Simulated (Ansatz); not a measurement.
**AgB$_{2}$: hydrostatic pressure series**

Method: DFT r2SCAN, scalar-relativistic, plane waves, PAW in Ansatz 0.2.0. Run with 500 eV cutoff, 18×18×10 k-mesh, Gaussian smearing of 0.10 eV, no spin polarisation.

Reference structure (relaxed):

```xyz
3
Lattice="3.0129 0.0000 0.0000 -1.5064 2.6092 0.0000 0.0000 0.0000 4.0649" Properties=species:S:1:pos:R:3 pbc="T T T"
Ag    0.0000    0.0000    0.0000
B     0.0000    1.7395    2.0324
B     1.5064    0.8697    2.0324
```

Cell and atoms are relaxed at each pressure within the symmetry of the start, at zero temperature, so transitions that lower the symmetry aren't seen. The k-mesh given is that at zero pressure and may differ at others. a, b and c are the lengths of the cell vectors above.

| P (GPa) | V (Å³/atom) | V/V0 | a (Å) | b (Å) | c (Å) |
| --- | --- | --- | --- | --- | --- |
| -3 | 10.89 | 1.022 | 3.028 | 3.028 | 4.115 |
| 0 | 10.65 | 1.000 | 3.013 | 3.013 | 4.065 |
| 3 | 10.44 | 0.980 | 2.999 | 2.999 | 4.022 |
| 8 | 10.14 | 0.952 | 2.978 | 2.978 | 3.959 |
| 15 | 9.78 | 0.918 | 2.952 | 2.952 | 3.887 |
| 30 | 9.18 | 0.862 | 2.908 | 2.908 | 3.761 |
| 60 | 8.37 | 0.786 | 2.838 | 2.838 | 3.601 |

**Question.** What bulk modulus and pressure derivative fit these points?

**Answer.** A third-order Birch–Murnaghan fit gives B0 = 145 GPa and B0' = 4.5.

**Question.** Which cell vector or vectors give way most up to 60 GPa?

**Answer.** c: the changes are a -5.8 %, b -5.8 %, c -11.4 %.